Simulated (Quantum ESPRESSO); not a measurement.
Space group Fm-3m (No. 225); a = 6.6498 Å, b = 6.6498 Å, c = 6.6498 Å, α = 90.00°, β = 90.00°, γ = 90.00°

```json
[
 {"atom": "H", "site": "24e", "symmetry": "4m.m", "x": "0.0000", "y": "0.0000", "z": "0.2452"},
 {"atom": "Li", "site": "8c", "symmetry": "-43m", "x": "0.2500", "y": "0.2500", "z": "0.2500"},
 {"atom": "Pt", "site": "4a", "symmetry": "m-3m", "x": "0.0000", "y": "0.0000", "z": "0.0000"}
]
```
(The calculation used a cell of 9 atoms; values per cell refer to that cell.)

The geometry is that of Materials Project entry mp-1078552, symmetrised and not relaxed again.

### Question
What does norm-conserving PBEsol (Quantum ESPRESSO, 84 Ry, without SOC) give for the electronic structure near the Fermi level?

### Answer
The PBEsol gap is indirect, 2.69 eV, from 50 % of the way from K to Γ to X; the smallest direct gap is 4.38 eV. Without spin-orbit coupling, band edges of such heavy elements can be off by tenths of an eV.

The structure is a Materials Project entry; no match was found in the copy of COD used, and its stability was not checked.
